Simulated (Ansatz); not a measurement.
## Relaxing a structure of TaN

The start is a relaxed TaN cell shaken by Gaussian noise of σ = 0.08 Å a coordinate. The cell and all atomic positions are relaxed at zero pressure with r2SCAN (plane waves to 500 eV, PAW, scalar-relativistic; Ansatz, a program for electronic structure). First-step values are on the input's coarse k-mesh.

Ansatz input (later rounds restart from its end on a renewed k-mesh):
Ansatz 0.2 input:
```yaml
crystal:
  lattice:
    - [5.3982864846, 0, 0]
    - [0, 5.3982864846, 0]
    - [0, 0, 3.5369507094]
  atoms:
    - { symbol: N, position: [0.0081775896, 0.0138558395, 0.2758583458] }
    - { symbol: N, position: [0.5069487652, 0.5055967655, 0.2983210188] }
    - { symbol: N, position: [-0.0172279797, -0.0159410943, 0.7404437933] }
    - { symbol: N, position: [0.4686950351, 0.4833514939, 0.7043550624] }
    - { symbol: Ta, position: [0.3163359867, 0.1567199134, 0.0026450026] }
    - { symbol: Ta, position: [0.671630439, 0.8389018871, -0.0009540182] }
    - { symbol: Ta, position: [0.8107033708, 0.3500563342, -0.0301205224] }
    - { symbol: Ta, position: [0.1838759313, 0.6677458263, 0.0109982726] }
basis: { ecutwfc: 500, ecutrho_ratio: 4, xc_grid: 4, fft_grid_basis: typed }
kpoints: { mp_grid: { grid: [5, 5, 7] } }
hamiltonian:
  xc: r2scan
  dispersion: none
  pseudopotentials: { kind: paw }
scf: { occupations: { method: fermi_dirac, width: 0.05 } }
relax: { f_tol: 0.01, max_steps: 100, cell: { stress_tol: 0.02 } }
output: { forces: true, stress: true }
```

Question: How large is the pressure on the unrelaxed cell, and of which sign?

Answer: +3 GPa (positive: the cell is compressed).

Question: What is the largest force in the starting geometry, and on which atom (counted from 1)?

Answer: About 5.0 eV/Å, on N3 (atoms numbered as listed).

Question: How much energy is released per atom?

Answer: 0.23 eV/atom.

Question: Does it find its way back to the structure it was made from?

Answer: The parent structure is recovered, P4/mbm (No. 127).

Question: How do the shortest distances between atoms change?

Answer: The closest pairs of elements (up to four, under 3.6 Å), start → end: N–N 1.46 → 1.39 Å; N–Ta 2.07 → 2.26 Å; Ta–Ta 2.57 → 2.75 Å.

Question: What band gap does the relaxed structure have at this level?

Answer: Zero (metallic).

Relaxed structure:

```cif
data_N4Ta4
_chemical_formula_sum 'N4 Ta4'
_space_group_name_H-M_alt 'P4/mbm'
_space_group_IT_number 127
_space_group_name_Hall '-P 4 2ab'
_cell_length_a 5.39837
_cell_length_b 5.39837
_cell_length_c 3.53684
_cell_angle_alpha 90.000
_cell_angle_beta 90.000
_cell_angle_gamma 90.000
loop_
_atom_site_label
_atom_site_type_symbol
_atom_site_symmetry_multiplicity
_atom_site_Wyckoff_symbol
_atom_site_fract_x
_atom_site_fract_y
_atom_site_fract_z
_atom_site_occupancy
N1 N 4 e 0.00000 0.00000 0.19587 1
Ta1 Ta 4 h 0.17996 0.32004 0.50000 1
```

Final values are on a 9×9×13 k-mesh of the relaxed cell. The relaxed cell holds bonded N–N pairs (1.39 Å). No spin polarisation in the result.

The relaxed structure here is a generated cell of TaN: the first start was made by a random draw of sites in a space group, and the end was not matched to a known phase here, so it may be hypothetical. Known forms of TaN include space group No. 225.
